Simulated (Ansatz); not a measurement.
**Two states of GdAgAu**

```yaml
crystal:
  lattice:
    - [7.18292, 0.00000, 0.00000]
    - [-3.59146, 6.22059, 0.00000]
    - [0.00000, 0.00000, 4.24445]
  atoms:
    - { symbol: Gd, position: [0.41674, 0.00000, 0.00000] }
    - { symbol: Gd, position: [0.58326, 0.58326, 0.00000] }
    - { symbol: Gd, position: [0.00000, 0.41674, 0.00000] }
    - { symbol: Au, position: [0.75131, 0.00000, 0.50000] }
    - { symbol: Au, position: [0.24869, 0.24869, 0.50000] }
    - { symbol: Au, position: [0.00000, 0.75131, 0.50000] }
    - { symbol: Ag, position: [0.66670, 0.33330, 0.50000] }
    - { symbol: Ag, position: [0.33330, 0.66670, 0.50000] }
    - { symbol: Ag, position: [0.00000, 0.00000, 0.00000] }
```

Level: PBE; 420 eV; 4×4×6 Γ-centred mesh; fermi-dirac occupations (width 0.1 eV); Ansatz 0.2.0, fixed geometry.

State A: Gd1 up, Gd2 up, Gd3 up (collinear spin). State B: Gd1 down, Gd2 down, Gd3 up (collinear spin).

Question: Compare the two self-consistent states.

Answer: They are level within 1 meV an atom.

```csv
state,free energy (meV/atom),largest moment in a small sphere (μB),net moment (μB/cell),gap on mesh (eV),pressure (GPa),largest force (eV/Å)
A,0.0,6.97,21.74,metal,6.8,0.11
B,0.8,6.95,7.24,metal,6.8,0.11
```

Origin: a known structure type with other elements, at an estimated volume, so it need not be a known compound. Caveats: f shells without a U or exact exchange are poorly placed.
